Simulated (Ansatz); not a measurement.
VO$_{2}$ (rutile)

```xyz
6
Lattice="4.5841 0.0000 0.0000 0.0000 4.5841 0.0000 0.0000 0.0000 2.8389" Properties=species:S:1:pos:R:3 pbc="T T T"
V      0.0000     0.0000     0.0000
V      2.2921     2.2921     1.4195
O      1.3753     1.3753     0.0000
O      3.6673     0.9168     1.4195
O      0.9168     3.6673     1.4195
O      3.2088     3.2088     0.0000
```

E(V) scan at fixed shape, V₀ the volume above. The atoms relax within the cell's symmetry.

Method: PBE (plane waves to 420 eV, PAW, scalar-relativistic; Ansatz, a quantum-chemistry and plane-wave program). k mesh 10×10×16 (Γ-centred), Fermi-Dirac smearing 0.05 eV. The energy includes the smearing's −TS. Compression counts positive. Relaxed VO2 ends ferromagnetic. The PAW data are Ansatz's earlier set. This is a high-temperature form of VO2. VO2 is run spin-polarised and with no Hubbard U. VO2 was relaxed with its symmetry unable to fall. The magnetic order is the one the run started from; other orders were not tried. The zero of ΔE is the relaxed starting cell.

```json
[
 {"V (Å³/atom)": "9.346", "ΔE (eV/atom)": "[?]", "P (GPa)": "16.4", "moment (μB/cell)": "1.98"},
 {"V (Å³/atom)": "9.466", "ΔE (eV/atom)": "0.018", "P (GPa)": "12.6", "moment (μB/cell)": "1.99"},
 {"V (Å³/atom)": "9.585", "ΔE (eV/atom)": "0.010", "P (GPa)": "9.1", "moment (μB/cell)": "1.99"},
 {"V (Å³/atom)": "9.704", "ΔE (eV/atom)": "0.004", "P (GPa)": "5.9", "moment (μB/cell)": "2.00"},
 {"V (Å³/atom)": "9.824", "ΔE (eV/atom)": "0.001", "P (GPa)": "2.8", "moment (μB/cell)": "2.00"},
 {"V (Å³/atom)": "9.943", "ΔE (eV/atom)": "0.000", "P (GPa)": "0.0", "moment (μB/cell)": "2.00"},
 {"V (Å³/atom)": "10.062", "ΔE (eV/atom)": "0.001", "P (GPa)": "-2.6", "moment (μB/cell)": "2.00"},
 {"V (Å³/atom)": "10.182", "ΔE (eV/atom)": "0.004", "P (GPa)": "-5.1", "moment (μB/cell)": "2.00"},
 {"V (Å³/atom)": "10.301", "ΔE (eV/atom)": "0.008", "P (GPa)": "-7.3", "moment (μB/cell)": "2.00"},
 {"V (Å³/atom)": "10.420", "ΔE (eV/atom)": "0.015", "P (GPa)": "-9.4", "moment (μB/cell)": "2.00"},
 {"V (Å³/atom)": "10.539", "ΔE (eV/atom)": "0.022", "P (GPa)": "-11.3", "moment (μB/cell)": "2.00"}
]
```

Task: What belongs in the gaps?

Result: 
- 9.346, ΔE (eV/atom): 0.029

(A scan under strain: stresses follow from slopes of the energy per volume, elastic moduli from its curvatures.)
